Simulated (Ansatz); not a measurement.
**Na8MgNi2O8, one structure, two calculations**

Cell: a Materials Project structure (computed, not necessarily an observed phase), taken as it stands.

```xyz
19
Lattice="5.7477 0.0000 0.0000 2.1746 5.4559 0.0000 1.3831 2.6059 8.3282" Properties=species:S:1:pos:R:3 pbc="T T T"
Na    6.4591    2.1632    1.4491
Na    4.5372    5.0479    1.2261
Na    3.5279    2.1828    2.5307
Na    7.4166    4.8811    2.5764
Na    7.2641    4.0060    5.3230
Na    3.7418    2.2866    6.1318
Na    2.6114    5.6088    7.0531
Na    4.7872    4.4664    7.6383
Mg    5.9271    1.7086    4.3896
Ni    4.8295    5.0744    4.1478
Ni    9.1180    7.9427    8.0935
O     4.4604    0.8011    0.9489
O     2.4742    3.7116    0.6277
O     3.7403    6.3020    3.1705
O     5.5552    3.4586    3.2999
O     3.7710    4.5175    5.4728
O     6.4554    6.0435    4.5588
O     2.7166    3.4771    7.8869
O     6.1768    2.2704    6.3245
```

Atom numbers follow the list; atoms alike are taken as one site, whose name carries the number of the first.

First run. Level of theory: DFT, PBE, plane waves and PAW, scalar-relativistic, collinear spin, 420 eV cutoff, Γ-centred 4×5×3 k-points, Fermi–Dirac smearing 0.02 eV (Ansatz 0.2.0). Start moments as typed (μB): 3 on each Ni, none on the rest. The program fits them to the shells of the files, so those used differ somewhat.

| site | atom | V_zz (10²¹ V/m²) | η | m (μB) |
| --- | --- | --- | --- | --- |
| Na2 | 2 | 1.26 | 0.47 | 0.00 |
| Na3 | 3 | 0.66 | 0.93 | 0.00 |
| Na4 | 4 | -0.85 | 0.83 | 0.00 |
| Na8 | 8 | -1.82 | 0.46 | 0.00 |
| Mg | 9 | -1.16 | 0.72 | 0.00 |
| Ni10 | 10 | 5.31 | 0.09 | 1.69 |
| Ni11 | 11 | -2.19 | 0.81 | -1.68 |
| O12 | 12 | 6.14 | 0.34 | -0.25 |
| O13 | 13 | 6.18 | 0.20 | -0.23 |
| O14 | 14 | 5.50 | 0.13 | 0.20 |
| O15 | 15 | 5.76 | 0.30 | 0.18 |
| O16 | 16 | 4.93 | 0.11 | 0.33 |
| O17 | 17 | 6.04 | 0.41 | 0.17 |
| O19 | 19 | 6.51 | 0.27 | -0.16 |

Second run. The same atoms and settings, except that the start moments (μB) are 0 0 0 0 0 0 0 0 0 3 -3 0 0 0 0 0 0 0 0 by atom.

(1) What does the second run give?

Results:

(1) 

```csv
site,atom,V_zz,η,change of V_zz,m (μB)
Na2,2,1.26,0.47,0.00,0.00
Na3,3,0.66,0.93,0.00,0.00
Na4,4,-0.85,0.83,0.00,0.00
Na8,8,-1.82,0.46,0.00,0.00
Mg,9,-1.16,0.72,0.00,0.00
Ni10,10,5.31,0.09,0.00,1.69
Ni11,11,-2.19,0.81,0.00,-1.68
O12,12,6.14,0.34,0.00,-0.25
O13,13,6.18,0.20,0.00,-0.23
O14,14,5.50,0.13,0.00,0.20
O15,15,5.76,0.30,0.00,0.18
O16,16,4.93,0.11,0.00,0.33
O17,17,6.04,0.41,0.00,0.17
O19,19,6.51,0.27,0.00,-0.16
```

No V_zz moves by more than 0.01. The table leaves out 5 of the 19 sites, with |V_zz| up to 5.32; their tensors move by 0.01 at most along any direction. The statements above cover all sites.

With these PAW files V_zz is typically within 2 to 3 % of all-electron values, but misses above 10 % occur on Ni. With a gap of 0.3 eV on this mesh, small gradients can still move by 0.1 × 10²¹ V/m² or more as the k-mesh gets denser. The magnetic order is the one that the run reached from its start moments, not necessarily the measured one.
For the first run: The moments were started parallel, and the run ended with some of them reversed. The program didn't check the stability of this electronic state in full, so a lower one may lie near.
